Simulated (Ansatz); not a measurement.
Level of theory: Ansatz, DFT PBE, scalar-relativistic, plane waves, PAW. All cells share a 420 eV cutoff and Γ-centred k meshes spaced at most about 0.3 Å⁻¹ (about 0.25 or finer for metals, 2π included). No spin polarisation in the final relaxations.

All energies are static (0 K, no zero-point motion).

Two forms of NaInSe were relaxed alike.

A. Space group P-6m2 (No. 187), hexagonal, a = 4.937 Å, c = 6.066 Å. Na has 2 In at 3.03 Å; In has 3 Se at 2.85 Å and 2 Na at 3.03 Å; around Se lie 3 In at 2.85 Å.

B. Space group P4/mmm (No. 123), tetragonal, a = 4.139 Å, c = 5.540 Å. Na is surrounded by 4 Se at 2.93 Å; around In lie 2 Se at 2.77 Å; around Se lie 2 In at 2.77 Å and 4 Na at 2.93 Å.

Problem. Which form is favoured at zero pressure, and by what margin per atom?

Solution. B is lower, by 0.37 eV/atom. A has space group P-6m2 (No. 187), 42.7 Å³/atom and no gap on its mesh; B has space group P4/mmm (No. 123), 31.6 Å³/atom and no gap. Counting Se atoms around In and Na (those within 1.25 times the shortest such distance or 1.15 times the sum of covalent radii; the shortest distance is added where it is long for a bond), A has Na 6 from 4.2 Å, In 3 and B has Na 4, In 2. The denser one is the lower, and pressure would at first widen the difference. Both come from invented guesses.

Cells relaxed within their symmetry can be saddle points.
